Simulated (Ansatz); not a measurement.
Starting cell, WS2 (2H-MoS2 type, space group P6_3/mmc):

```
CELL_PARAMETERS angstrom
      3.15429     0.00000     0.00000
     -1.57715     2.73170     0.00000
      0.00000     0.00000    12.14086
ATOMIC_POSITIONS crystal
  W  0.33333 0.66667 0.25000
  W  0.66667 0.33333 0.75000
  S  0.33333 0.66667 0.62030
  S  0.66667 0.33333 0.12030
  S  0.66667 0.33333 0.37970
  S  0.33333 0.66667 0.87970
```

In this cell atom 5 (S, nearest neighbour W at 2.408 Å; its periodic images, 3.2 Å or more away, move with it) is moved by s towards the nearest neighbour, unit vector (-0.655, 0.378, -0.654); all other atoms and the cell stay fixed.

Level of theory: PBE-D3(BJ) (plane waves to 420 eV, PAW, scalar-relativistic; Ansatz, a first-principles code). k mesh 10×10×3 (Γ-centred), Fermi-Dirac smearing 0.05 eV. The energy includes the smearing's −TS. Left out: 3 of 11 points, with atoms too close for the PAW data. Spin-orbit coupling is left out, though W is heavy. The PAW data are Ansatz's earlier set. WS2 is run without spin polarisation. WS2 was relaxed with its symmetry unable to fall. ΔE is measured from the undisplaced structure.

```tsv
s (Å)	ΔE (meV/cell)
-0.720	1813
-0.576	1319
-0.432	846
-0.288	withheld
-0.144	124
0.000	0
0.144	170
0.288	807
```

Task: Fit a polynomial form (powers 2, 3, 4) to the given rows and predict ΔE at s = -0.288.

Result: Least squares on the 7 given rows: ΔE = (7222)·s² + (7649)·s³ + (3446)·s⁴, in meV/cell with s in Å; root-mean-square residual 3.7 meV/cell. At -0.288 the fit gives 440 meV/cell; the calculation gives 430 meV/cell, so the interpolation is off by 10 (+2.3 %). The quadratic term alone would give 599 meV/cell.

(For displaced atoms, the force is minus the slope of the energy, and its curvature is a force constant, which sets phonon frequencies.)
